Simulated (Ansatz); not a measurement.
LuB$_{2}$Os$_{3}$ in space group P6/mmm (No. 191; B on 2c, Os on 3g, Lu on 1a), a = b = 5.473 Å, c = 2.996 Å, α = β = 90.00°, γ = 120.00°.

Relaxed with PBEsol.

Q: Which orbitals make up the states near the Fermi level in PBEsol (plane waves, PAW; program Ansatz)?

A: Within 0.5 eV of the Fermi level: Os 5d 80 %, Lu 5d 8 %, B 2p 7 %. Projections are on Löwdin-orthogonalised atomic valence shells; empty p or d shells of many metals are not among them.

Q: Tabulate the density of states.

A: States/eV per cell of 6 atoms, in 0.25 eV bins, energy from the Fermi level.

```tsv
E (eV)	total	Os 5d	Lu 4f	B 2p
-7.85	0.29	0.10	0.00	0.05
-7.60	0.52	0.20	0.00	0.11
-7.35	0.63	0.25	0.00	0.13
-7.10	1.00	0.38	0.00	0.27
-6.85	1.69	0.60	0.01	0.61
-6.60	1.59	0.62	0.01	0.56
-6.35	2.52	1.09	0.01	0.88
-6.10	3.21	1.54	0.02	1.02
-5.85	3.87	2.02	0.02	1.14
-5.60	4.31	2.37	0.03	1.24
-5.35	3.50	2.01	0.05	0.96
-5.10	4.64	2.87	0.16	0.99
-4.85	5.13	3.14	0.41	1.00
-4.60	5.24	2.67	1.10	1.07
-4.35	41.86	3.15	36.97	1.04
-4.10	22.13	4.37	15.77	1.11
-3.85	4.66	2.60	0.60	0.68
-3.60	3.28	2.04	0.21	0.49
-3.35	5.04	3.49	0.18	0.81
-3.10	4.65	3.18	0.09	0.81
-2.85	4.87	3.37	0.06	0.82
-2.60	3.86	2.58	0.05	0.56
-2.35	2.32	1.48	0.02	0.33
-2.10	3.65	2.53	0.03	0.25
-1.85	3.51	2.48	0.02	0.24
-1.60	4.55	3.41	0.02	0.26
-1.35	6.63	5.06	0.02	0.41
-1.10	5.98	4.54	0.02	0.34
-0.85	5.21	4.03	0.02	0.34
-0.60	4.94	3.93	0.01	0.34
-0.35	4.19	3.47	0.01	0.27
-0.10	3.04	2.52	0.01	0.23
0.15	3.32	2.62	0.01	0.25
0.40	3.11	2.30	0.01	0.23
0.65	2.15	1.45	0.00	0.21
0.90	1.67	0.67	0.00	0.12
1.15	2.01	0.96	0.00	0.21
1.40	2.08	1.09	0.00	0.30
1.65	1.86	0.95	0.00	0.29
1.90	1.93	1.04	0.00	0.33
2.15	2.27	1.28	0.00	0.40
2.40	1.63	0.79	0.00	0.34
2.65	2.12	0.96	0.00	0.37
2.90	4.86	2.71	0.00	0.72
3.15	5.42	2.42	0.00	1.14
3.40	4.53	2.08	0.00	0.83
3.65	4.88	2.06	0.00	0.91
3.90	3.40	0.97	0.00	0.74
4.15	1.32	0.25	0.00	0.20
4.40	1.48	0.19	0.00	0.39
4.65	1.88	0.24	0.00	0.49
```

The workflow started from an entry of the Crystallography Open Database (COD). Whether it is the stable phase at ambient conditions was not checked. The PBEsol relaxation kept the symmetry of its start; whether a distortion lowers the energy is not shown. No spin polarisation was allowed. Spin–orbit coupling is left out wherever it is not named.

Potentials: the later of the program's two PAW sets.
